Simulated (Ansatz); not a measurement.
input.yaml (Ansatz)

```yaml
crystal:
  lattice:
    - [2.4328162504, 0.0, 0.0]
    - [-1.2164081252, 2.1068806756, 0.0]
    - [0.0, 0.0, 4.3532882775]
  atoms:
    - { symbol: Cr, position: [0.3333333333, 0.6666666667, 0.25], spin: 1.5, spin_axis: [0, 0, 1] }
    - { symbol: Cr, position: [0.6666666667, 0.3333333333, 0.75], spin: 1.5, spin_axis: [0, 0, 1] }
hamiltonian:
  xc: lda
  pseudopotentials:
    kind: paw_fr
    azcp:
      Cr: "pseudopotentials/Cr.paw.azcp"
basis:
  ecutwfc: 420
  fft_grid_basis: typed
kpoints:
  mp_grid: { grid: [15, 15, 7], shift: [0, 0, 0] }
magnetization:
  noncollinear: true
  spin_orbit: true
scf:
  occupations: { method: fermi_dirac, width: 0.05 }
```

Terminal output

```
Warning: the record states the generating functional pbe (its physics header spells it `PBE`), which answers neither for hamiltonian.xc's functional nor for the lda family's — results may be inconsistent (PPs are generated against a specific XC)
Engine: ansatz 0.2.0, aarch64-unknown-linux-gnu
Pseudopotentials: kind: paw_fr
Pseudopotential: Cr, paw_fr, valence charge 14, recommended cutoff 420 eV (normal) 
Functional definition: SPW92
  exchange = slater_x
  correlation = pw_c
Crystal: 2 atoms, lattice volume = 22.313 Å³
Basis set: ecut = 420 eV, 405 PW (Γ)
Bands: 36, of which v1, the nominal top of the filled ones, is band 28 counted from 1 (27 counted from 0)
Symmetry: 12 space group operations + 12 with time reversal
Magnetic group: BNS 194.270 (UNI 1500), of the structure as read, at distance tolerance 2.8e-5 Å
k-points: 108 of 1575 (time reversal used)
Projection manifold: j_resolved (fully-relativistic pseudo-atomic orbitals)
Non-local potential: Cr, projectors of the file, l = 0: 3, l = 1: 4, l = 2: 6, l = 3: 2
PAW form: soft (Blöchl's): semilocal exchange-correlation on the pseudo side does not see the compensation charge
PAW frozen core: Cr, regenerated for the run's functional, and the local potential with it (the file was generated under x = pbe(κ = 0.804, μ = 0.2195149727645171), c = pbe(β = 0.06672455060314922))
PAW one-centre angular grid: Cr, 590 points (default); XC on 64 Gauss nodes
Initial density: superposition of atomic densities (chi_scale 0.1, normalization cell)
Starting moments: Σ|m| = 3 μB on 2 of 2 sites
Initial wavefunctions: pseudopotential atomic-orbital guess
Functional: x = slater, c = lda
SCF iter   1: F=—  HF=-6648.187891 eV  |F-HF|=—  |Δ(HF+E_count)|=         —  Δρ=2.44e-1  dr2=1.06e1  dr2_m=2.21e0  ethr=3.10e-3  |M|=1.16e0 ∫|m|=1.16e0 μB  |m|>n=0.0e0 m-floor=0.0e0 τ_xc=8.3e-34  β_m=0.30  ⟨swp⟩=5.9  Hψ=17581  notcnv=0  defer=4
SCF iter   2: F=—  HF=-6646.108780 eV  |F-HF|=—  |Δ(HF+E_count)|=    2.08e0  Δρ=1.43e-1  dr2=2.92e0  dr2_m=1.05e0  ethr=3.10e-3  |M|=1.15e0 ∫|m|=1.15e0 μB  |m|>n=0.0e0 m-floor=0.0e0 τ_xc=3.2e-20  β_m=0.30  ⟨swp⟩=2.2  Hψ=8161  notcnv=0  defer=98
SCF iter   3: F=—  HF=-6645.375876 eV  |F-HF|=—  |Δ(HF+E_count)|=   7.33e-1  Δρ=9.42e-2  dr2=7.36e-2  dr2_m=4.54e-1  ethr=3.10e-3  |M|=1.18e0 ∫|m|=1.18e0 μB  |m|>n=0.0e0 m-floor=0.0e0 τ_xc=4.6e-20  β_m=0.30  ⟨swp⟩=2.7  Hψ=7996  notcnv=0  defer=93
SCF iter   4: F=—  HF=-6645.366936 eV  |F-HF|=—  |Δ(HF+E_count)|=   8.94e-3  Δρ=8.26e-2  dr2=7.37e-3  dr2_m=3.49e-1  ethr=2.63e-4  |M|=1.00e0 ∫|m|=1.00e0 μB  |m|>n=0.0e0 m-floor=0.0e0 τ_xc=5.3e-20  β_m=0.30  ⟨swp⟩=3.1  Hψ=8647  notcnv=0  defer=62
SCF iter   5: F=—  HF=-6645.405438 eV  |F-HF|=—  |Δ(HF+E_count)|=   3.85e-2  Δρ=7.00e-2  dr2=6.91e-4  dr2_m=2.51e-1  ethr=2.63e-5  |M|=8.73e-1 ∫|m|=8.74e-1 μB  |m|>n=0.0e0 m-floor=0.0e0 τ_xc=4.6e-20  β_m=0.30  ⟨swp⟩=2.6  Hψ=7836  notcnv=0  defer=63
SCF iter   6: F=—  HF=-6645.437583 eV  |F-HF|=—  |Δ(HF+E_count)|=   3.21e-2  Δρ=6.06e-2  dr2=2.45e-4  dr2_m=1.88e-1  ethr=2.47e-6  |M|=7.53e-1 ∫|m|=7.53e-1 μB  |m|>n=0.0e0 m-floor=0.0e0 τ_xc=4.3e-20  β_m=0.30  ⟨swp⟩=2.4  Hψ=7975  notcnv=0  defer=61
SCF iter   7: F=—  HF=-6645.460045 eV  |F-HF|=—  |Δ(HF+E_count)|=   2.25e-2  Δρ=5.21e-2  dr2=8.95e-5  dr2_m=1.39e-1  ethr=8.76e-7  |M|=6.53e-1 ∫|m|=6.53e-1 μB  |m|>n=0.0e0 m-floor=0.0e0 τ_xc=3.7e-20  β_m=0.30  ⟨swp⟩=2.2  Hψ=7846  notcnv=0  defer=63
...
SCF iter  14: F=—  HF=-6645.519861 eV  |F-HF|=—  |Δ(HF+E_count)|=   1.95e-4  Δρ=7.00e-4  dr2=3.34e-6  dr2_m=2.51e-5  ethr=1.63e-8  |M|=1.64e-2 ∫|m|=1.64e-2 μB  |m|>n=0.0e0 m-floor=0.0e0 τ_xc=1.1e-22  β_m=0.77  ⟨swp⟩=2.8  Hψ=8024  notcnv=0  defer=51
SCF iter  15: F=—  HF=-6645.519892 eV  |F-HF|=—  |Δ(HF+E_count)|=   3.01e-5  Δρ=4.10e-4  dr2=7.35e-7  dr2_m=8.60e-6  ethr=1.19e-8  |M|=6.96e-3 ∫|m|=6.97e-3 μB  |m|>n=0.0e0 m-floor=0.0e0 τ_xc=6.0e-24  β_m=0.76  ⟨swp⟩=2.2  Hψ=7222  notcnv=0  defer=51
SCF iter  16: F=—  HF=-6645.519896 eV  |F-HF|=—  |Δ(HF+E_count)|=   4.13e-6  Δρ=1.18e-4  dr2=6.73e-8  dr2_m=7.14e-7  ethr=3.57e-10  |M|=2.02e-3 ∫|m|=2.02e-3 μB  |m|>n=0.0e0 m-floor=0.0e0 τ_xc=5.5e-25  β_m=0.87  ⟨swp⟩=3.0  Hψ=12767  notcnv=0
SCF iter  17: F=—  HF=-6645.519896 eV  |F-HF|=—  |Δ(HF+E_count)|=   3.72e-7  Δρ=1.58e-5  dr2=4.28e-9  dr2_m=1.27e-8  ethr=2.40e-10  |M|=2.69e-4 ∫|m|=2.70e-4 μB  |m|>n=0.0e0 m-floor=0.0e0 τ_xc=1.6e-26  β_m=0.76  ⟨swp⟩=2.8  Hψ=8027  notcnv=0
SCF iter  18: F=—  HF=-6645.519896 eV  |F-HF|=—  |Δ(HF+E_count)|=   5.05e-9  Δρ=1.39e-6  dr2=7.35e-12  dr2_m=1.00e-10  ethr=1.53e-11  |M|=2.64e-5 ∫|m|=2.64e-5 μB  |m|>n=0.0e0 m-floor=0.0e0 τ_xc=6.4e-28  β_m=0.88  ⟨swp⟩=2.1  Hψ=7448  notcnv=0
SCF iter  19: F=-6645.519896 eV  HF=-6645.519896 eV  |F-HF|=0.00e0  |Δ(HF+E_count)|=  9.00e-11  Δρ=1.04e-7  dr2=2.78e-13  dr2_m=6.23e-13  ethr=1.00e-12  |M|=1.80e-6 ∫|m|=1.83e-6 μB  |m|>n=0.0e0 m-floor=0.0e0 τ_xc=1.6e-30  ⟨swp⟩=2.0  Hψ=6777  notcnv=0
WARN: the starting moments were not kept: the SCF closed with an absolute magnetisation of 1.8e-6 μB, where they sum to 3 μB in size (2 sites). That is at most 0.1 of that sum. Measured as dr2_m measures the in/out step, that magnetisation stands 1.4e-12 eV from none, at or under the dr2_threshold of 1.0e-7 eV: it is no larger than a step whose dr2_m would equal this threshold. The system may hold no moment; this SCF shows only that its start led to no more than that. To try another start: raise the starting moments (crystal.atoms[].spin, magnetization.per_species, magnetization.initial_magnetization, or on a non-collinear deck that types none of these the spinor_matrix: blocks that start its atoms; where the total moment is fixed, keep their sum and leave initial_magnetization as it is; typed ones take the place of any that the run laid by itself, positive ones on a crystal's lanthanoids without a Hubbard term where scf.initial_density.shell_occupations: [] is typed) or, if the notice of its spin-set hold's release reads "site moments contracting" or "site moments show no strong build", lengthen the hold (scf.mixing.spin_hold: { on: { confirm: 4 } }; for m-r²SCAN on two components see the key's manual first). Each may lead to a state that holds a moment. A second SCF, from the converged charge density, with the starting moments and any scf.initial_density.shell_occupations laid on it anew, would have followed, and was not run: the deck does not ask for one (magnetization.retry_lost_moments is false, the default). To let it run, set magnetization.retry_lost_moments: true and run the deck again, where that key's refused combinations let it; where memory then withholds it, that run's warning says so.
SCF 1 converged in 19 iterations: F = -6645.519896 eV  dr2 = 2.78e-13
SCF converged after 19 iterations
Magnetization: |M| = 0.0000 μB,  M = (+0.0000, +0.0000, -0.0000) μB
Absolute magnetization: 0.0000 μB (∫|m|, with the PAW one-centre terms)
  site 0: m = (+0.0000, +0.0000, -0.0000) μB, |m| = 0.0000 μB  (R = 1.00 Å)
  site 1: m = (-0.0000, -0.0000, -0.0000) μB, |m| = 0.0000 μB  (R = 1.00 Å)
Free energy (F): -6645.519896 eV
Harris-Foulkes:  -6645.519896 eV  (|F-HF|=0.00e0)
Internal energy: -6645.493857 eV  (E = F + TS)
E sigma→0 (E₀):  -6645.506877 eV
Entropy (-TS):   -0.026039 eV (-13.019 meV/atom)
Fermi energy:    19.701683 eV
--- Per-component energies (eV) ---
  E_band       = -267.083663
  E_kinetic    = 691.233949
  E_local      = -2314.341348  (includes V_loc(G=0)·N_el)
  E_nonlocal   = 168.705866
  E_hartree    = 1014.265375
  E_xc         = -279.167484
  E_vxc        = -358.136668  (∫ρ·V_xc dr)
  E_paw        = -2283.558433  (= ΣΔE_a)
  E_vpaw       = -483.076844  (= ΣTr[D̂ρ^β])
  E_aug_tail   = 0.000659  (compensation charges beyond the density's cutoff)
  E_ewald      = -3643.365412
  E_core_change = 0.732970  (= ΣΔE_core)
  E_smearing   = -0.026039  (= −TS)
  E_closure    = 0.000000  (closes the sum)
  Σ components = -6645.519896   (vs F -6645.519896, Δ=0.00e0)
```
